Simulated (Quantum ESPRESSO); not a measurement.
# Al3MgAs3S: input and log of a self-consistent run

A calculation, not a measurement. The program is pw.x of Quantum ESPRESSO 7.5 (plane-wave density functional theory). The cell is made up: 8 atoms on a zincblende/diamond lattice, with randomly drawn elements, strain and displacements, not relaxed. PseudoDojo standard norm-conserving files (v0.5 for PBE, v0.4.1 for LDA and PBEsol) set the functional; there is no spin polarisation, spin-orbit coupling or dispersion term, and the masses in the input are unused placeholders.

Input:

```
&control calculation='scf', pseudo_dir='./dojo.nc.sr.pbe.v0_5.standard.upf', outdir='./o', disk_io='medium', tprnfor=.true., tstress=.true. /
&system ibrav=0, nat=8, ntyp=4, nbnd=41, ecutwfc=84.00895049, nosym=.true., tot_charge=0,
 occupations='smearing', smearing='fd', degauss=0.0018374661
/
&electrons conv_thr=7.350e-09, electron_maxstep=60, /
ATOMIC_SPECIES
Al 1.0 Al.upf
As 1.0 As.upf
Mg 1.0 Mg.upf
S 1.0 S.upf
CELL_PARAMETERS angstrom
5.6316 -0.0814 -0.0473
-0.0814 5.698 -0.0638
-0.0475 -0.064 5.5706
ATOMIC_POSITIONS angstrom
Al 0.0188 -0.0312 0.0221
Al -0.093 2.8061 2.6993
Al 2.7357 -0.0211 2.7364
Mg 2.7726 2.7863 -0.0615
As 1.4155 1.4293 1.3732
S 1.2769 4.2567 4.126
As 4.1975 1.3209 4.1174
As 4.1205 4.2016 1.2514
K_POINTS automatic
4 4 4 1 1 1
```

The log is shortened where brackets say so; the opening notice, blank lines, dates and the lines on written files are dropped, and the path of the files is cut. It prints rydbergs, bohrs and kilobars, and counts compression as positive stress. With no partly filled state, the Fermi energy that it prints is only some level between the filled and the empty states on the mesh, and need not lie in the true gap.

```
     Program PWSCF v.7.5
     Parallel version (MPI & OpenMP), running on       1 processor cores
     Number of MPI processes:                 1
     Threads/MPI process:                     1
     [start-up lines left out]
     bravais-lattice index     =            0
     lattice parameter (alat)  =      10.6437  a.u.
     unit-cell volume          =    1205.7991 (a.u.)^3
     number of atoms/cell      =            8
     number of atomic types    =            4
     number of electrons       =        70.00
     number of Kohn-Sham states=           41
     kinetic-energy cutoff     =      84.0090  Ry
     charge density cutoff     =     336.0358  Ry
     scf convergence threshold =      7.3E-09
     mixing beta               =       0.7000
     number of iterations used =            8  plain     mixing
     Exchange-correlation= PBE
                           (   1   4   3   4   0   0   0)
     [axes and pseudopotential details left out]
   Cartesian axes
     site n.     atom                  positions (alat units)
         1        Al     tau(   1) = (   0.0033378  -0.0055394   0.0039237  )
         2        Al     tau(   2) = (  -0.0165116   0.4982080   0.4792462  )
         3        Al     tau(   3) = (   0.4857088  -0.0037462   0.4858331  )
         4        Mg     tau(   4) = (   0.4922602   0.4946926  -0.0109190  )
         5        As     tau(   5) = (   0.2513144   0.2537645   0.2438043  )
         6        S      tau(   6) = (   0.2267067   0.7557542   0.7325491  )
         7        As     tau(   7) = (   0.7452436   0.2345187   0.7310222  )
         8        As     tau(   8) = (   0.7315726   0.7459715   0.2221793  )
     number of k points=    32  Fermi-Dirac smearing, width (Ry)=  0.0018
                       cart. coord. in units 2pi/alat
        k(    1) = (   0.1279336   0.1268319   0.1289345), wk =   0.0625000
        k(    2) = (   0.1300985   0.1296937   0.3817587), wk =   0.0625000
     [further k points left out]
     Dense  grid:   125463 G-vectors     FFT dimensions: (  64,  64,  64)
     Estimated max dynamical RAM per process >     169.04 MB
     Initial potential from superposition of free atoms
     starting charge      69.9911, renormalised to      70.0000
     Starting wfcs are   48 randomized atomic wfcs
     total cpu time spent up to now is       18.2 secs
     per-process dynamical memory:    95.8 Mb
     Self-consistent Calculation
     iteration #  1     ecut=    84.01 Ry     beta= 0.70
     Davidson diagonalization with overlap
     ethr =  1.00E-02,  avg # of iterations =  4.1
     Threshold (ethr) on eigenvalues was too large:
     Diagonalizing with lowered threshold
     Davidson diagonalization with overlap
     ethr =  4.94E-04,  avg # of iterations =  2.1
     total cpu time spent up to now is      110.0 secs
     total energy              =    -791.35044987 Ry
     estimated scf accuracy    <       0.34404542 Ry
     iteration #  2     ecut=    84.01 Ry     beta= 0.70
     Davidson diagonalization with overlap
     ethr =  4.91E-04,  avg # of iterations =  4.9
     total cpu time spent up to now is      160.4 secs
     total energy              =    -791.41864425 Ry
     estimated scf accuracy    <       0.05181357 Ry
     iteration #  3     ecut=    84.01 Ry     beta= 0.70
     Davidson diagonalization with overlap
     ethr =  7.40E-05,  avg # of iterations =  6.8
     total cpu time spent up to now is      212.8 secs
     total energy              =    -791.42953311 Ry
     estimated scf accuracy    <       0.00381942 Ry
     iteration #  4     ecut=    84.01 Ry     beta= 0.70
     Davidson diagonalization with overlap
     ethr =  5.46E-06,  avg # of iterations =  6.8
     total cpu time spent up to now is      265.1 secs
     total energy              =    -791.43036223 Ry
     estimated scf accuracy    <       0.00128666 Ry
     iteration #  5     ecut=    84.01 Ry     beta= 0.70
     Davidson diagonalization with overlap
     ethr =  1.84E-06,  avg # of iterations =  2.3
     total cpu time spent up to now is      309.4 secs
     total energy              =    -791.43059886 Ry
     estimated scf accuracy    <       0.00003206 Ry
     iteration #  6     ecut=    84.01 Ry     beta= 0.70
     Davidson diagonalization with overlap
     ethr =  4.58E-08,  avg # of iterations =  4.0
     total cpu time spent up to now is      359.6 secs
     total energy              =    -791.43061064 Ry
     estimated scf accuracy    <       0.00000825 Ry
     iteration #  7     ecut=    84.01 Ry     beta= 0.70
     Davidson diagonalization with overlap
     ethr =  1.18E-08,  avg # of iterations =  2.0
     total cpu time spent up to now is      403.7 secs
     total energy              =    -791.43061202 Ry
     estimated scf accuracy    <       0.00000167 Ry
     iteration #  8     ecut=    84.01 Ry     beta= 0.70
     Davidson diagonalization with overlap
     ethr =  2.38E-09,  avg # of iterations =  2.0
     total cpu time spent up to now is      450.1 secs
     total energy              =    -791.43061230 Ry
     estimated scf accuracy    <       0.00000010 Ry
     iteration #  9     ecut=    84.01 Ry     beta= 0.70
     Davidson diagonalization with overlap
     ethr =  1.38E-10,  avg # of iterations =  4.0
     total cpu time spent up to now is      502.7 secs
     total energy              =    -791.43061234 Ry
     estimated scf accuracy    <       0.00000002 Ry
     iteration # 10     ecut=    84.01 Ry     beta= 0.70
     Davidson diagonalization with overlap
     ethr =  2.55E-11,  avg # of iterations =  2.0
     total cpu time spent up to now is      546.3 secs
     End of self-consistent calculation
          k = 0.1279 0.1268 0.1289 ( 15664 PWs)   bands (ev):
   -68.5055 -35.3299 -35.3067 -35.3023 -28.1029 -28.0981 -28.0569 -28.0471
   -28.0393 -28.0169 -28.0124 -27.9607 -27.9538 -27.9502 -27.9305 -27.9297
   -27.8792 -27.8702 -27.8625  -7.0926  -4.7606  -3.6479  -3.4796   0.6134
     0.6771   1.8082   2.7338   3.0739   3.6409   3.8344   4.1169   4.4678
     5.1128   5.7052   5.9335   7.7786   8.0710   8.2935   8.8276   9.3538
     9.4721
     [levels at the other k points left out]
     the Fermi energy is     6.9090 ev
!    total energy              =    -791.43061234 Ry
     estimated scf accuracy    <          4.6E-09 Ry
     smearing contrib. (-TS)   =      -0.00000000 Ry
     internal energy E=F+TS    =    -791.43061234 Ry
     The total energy is F=E-TS. E is the sum of the following terms:
     one-electron contribution =    -536.11781495 Ry
     hartree contribution      =     290.81723457 Ry
     xc contribution           =    -171.39035644 Ry
     ewald contribution        =    -374.73967552 Ry
     convergence has been achieved in  10 iterations
     Forces acting on atoms (cartesian axes, Ry/au):
     atom    1 type  1   force =    -0.01140412    0.01815580   -0.01194266
     atom    2 type  1   force =    -0.00777528    0.00912102    0.00244919
     atom    3 type  1   force =     0.02102062   -0.01747406    0.00371993
     atom    4 type  3   force =    -0.01552575    0.00262889   -0.04370911
     atom    5 type  2   force =    -0.03068494   -0.02276109    0.01820790
     atom    6 type  4   force =    -0.00493779    0.00341809   -0.01975833
     atom    7 type  2   force =     0.02168325   -0.02230616   -0.00034648
     atom    8 type  2   force =     0.02762400    0.02921751    0.05137955
     Total force =     0.105421     Total SCF correction =     0.000310
     Computing stress (Cartesian axis) and pressure
          total   stress  (Ry/bohr**3)                   (kbar)     P=       37.53
   0.00025555   0.00016577   0.00002494           37.59       24.39        3.67
   0.00016577   0.00022494   0.00008452           24.39       33.09       12.43
   0.00002494   0.00008452   0.00028498            3.67       12.43       41.92
     init_run     :     16.97s CPU     18.04s WALL (       1 calls)
     electrons    :    498.60s CPU    528.19s WALL (       1 calls)
     forces       :      6.43s CPU      6.48s WALL (       1 calls)
     stress       :     24.69s CPU     24.83s WALL (       1 calls)
     [timing details left out]
     PWSCF        :   9m 6.95s CPU   9m38.01s WALL
     JOB DONE.
```

In other units: free energy -10767.962 eV for the cell, pressure 3.75 GPa, largest force component 1.321 eV/Å. A rerun of this cell at 1437 eV and a 6 x 6 x 6 mesh moved values by no more than 0.006 eV in energy, 0.02 GPa in stress and 0.005 eV/Å in force.